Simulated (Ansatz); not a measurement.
NbAg: computed property card

NbAg:
```yaml
crystal:
  lattice:
    - [0.00000, 2.71360, 2.71360]
    - [2.71360, 0.00000, 2.71360]
    - [2.71360, 2.71360, 0.00000]
  atoms:
    - { symbol: Ag, position: [0.00000, 0.00000, 0.00000] }
    - { symbol: Nb, position: [0.50000, 0.50000, 0.50000] }
```

Space group Fm-3m (No. 225), rock salt; conventional cell a = b = c = 5.4272 Å, α = β = γ = 90.00°.

Method: r²SCAN (plane waves, PAW; program Ansatz). Geometry: relaxed at this level of theory. Other levels are named where they apply.

**Cell and energy**

```yaml
volume_per_atom: 19.98 Å³
density: 8.34 g/cm³
Formation energy from the elements (no fitted shifts): 1.22 eV/atom
```

**Electronic structure**

```yaml
electronic_character: metallic (no gap)
Density of states at the Fermi level: 1.3 states/eV per atom (mean over ±0.08 eV)
Gap with spin–orbit coupling: none (metallic)
```

**Mechanics**

```yaml
Bulk modulus (Birch–Murnaghan fit): 129 GPa
Pressure derivative B′: 4.7
Elastic constants (relaxed ions, GPa): C11 = 277, C12 = 54.6, C44 = -9.4
mechanical_stability: unstable (C has a negative eigenvalue)
```

**Charges**

```yaml
bader_charges: Ag -1.23, Nb +1.23 e
```

The start of the workflow was typed in or built on a structure type; neither database checked (COD, Materials Project) lists it. Whether it is the stable phase at ambient conditions was not checked. Symmetry was held in the r²SCAN relaxation. No spin polarisation was allowed. Its formation energy is positive at this level, so the cell may be metastable or incomplete. As this level gives no gap, shear constants depend on the k-mesh and smearing (Fermi–Dirac, 0.1 eV here). The references are the lowest solids computed at this level, not always the standard phases. Scalar-relativistic: spin–orbit coupling is off unless named, which matters more the heavier the elements.

Potentials: the earlier of the program's two PAW sets.
